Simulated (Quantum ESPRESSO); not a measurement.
Band energies of K2LiRhF6

```
K2LiRhF6
1.0
    0.00000     4.00589     4.00589
    4.00589     0.00000     4.00589
    4.00589     4.00589     0.00000
Li F K Rh
1 6 2 1
Direct
  0.50000   0.50000   0.50000
  0.75199   0.24801   0.24801
  0.24801   0.75199   0.75199
  0.24801   0.75199   0.24801
  0.75199   0.24801   0.75199
  0.24801   0.24801   0.75199
  0.75199   0.75199   0.24801
  0.75000   0.75000   0.75000
  0.25000   0.25000   0.25000
  0.00000   0.00000   0.00000
```

LDA (pw.x of Quantum ESPRESSO, ONCV potentials, without SOC); path ΓXWKΓLUWLK,UX; energies in eV from the valence-band maximum.

| k (1/Å) | point | band 36 | band 37 | band 38 | band 39 | band 40 | band 41 | band 42 | band 43 |
|---|---|---|---|---|---|---|---|---|---|
| 0.00 | Γ | -2.82 | -2.82 | -0.30 | -0.30 | -0.30 | 2.27 | 2.27 | 4.66 |
| 0.39 |  | -3.11 | -2.83 | -0.32 | -0.15 | -0.15 | 1.95 | 2.28 | 5.60 |
| 0.78 | X | -3.41 | -2.84 | -0.33 | 0.00 | 0.00 | 1.75 | 2.28 | 7.17 |
| 0.78 | W | -3.09 | -3.09 | -0.16 | -0.16 | 0.00 | 1.89 | 2.10 | 7.66 |
| 1.06 | K | -3.32 | -2.95 | -0.25 | -0.06 | -0.04 | 1.85 | 2.15 | 7.49 |
| 1.39 |  | -3.11 | -3.00 | -0.20 | -0.18 | -0.15 | 2.01 | 2.09 | 6.07 |
| 1.89 | Γ | -2.82 | -2.82 | -0.30 | -0.30 | -0.30 | 2.27 | 2.27 | 4.66 |
| 2.23 |  | -2.99 | -2.91 | -0.26 | -0.22 | -0.22 | 2.14 | 2.14 | 5.37 |
| 2.57 | L | -3.19 | -3.09 | -0.22 | -0.15 | -0.15 | 2.01 | 2.01 | 6.57 |
| 3.05 | U | -3.32 | -2.95 | -0.25 | -0.06 | -0.04 | 1.85 | 2.15 | 7.49 |
| 3.05 | W | -3.09 | -3.09 | -0.16 | -0.16 | 0.00 | 1.89 | 2.10 | 7.66 |
| 3.33 |  | -3.12 | -3.09 | -0.18 | -0.16 | -0.08 | 1.95 | 2.05 | 6.95 |
| 3.61 | L | -3.19 | -3.09 | -0.22 | -0.15 | -0.15 | 2.01 | 2.01 | 6.57 |
| 3.85 |  | -3.18 | -3.06 | -0.20 | -0.13 | -0.10 | 1.96 | 2.05 | 6.86 |
| 4.09 | K | -3.32 | -2.95 | -0.25 | -0.06 | -0.04 | 1.85 | 2.15 | 7.49 |
| 4.09 | U | -3.32 | -2.95 | -0.25 | -0.06 | -0.04 | 1.85 | 2.15 | 7.49 |
| 4.36 | X | -3.41 | -2.84 | -0.33 | 0.00 | 0.00 | 1.75 | 2.28 | 7.17 |

The LDA gap is direct, 1.75 eV at X.

Spin-orbit splittings are left out.

Geometry of the Materials Project entry, not relaxed at this level.

The structure is a Materials Project entry; no match was found in the copy of COD used, and its stability was not checked.
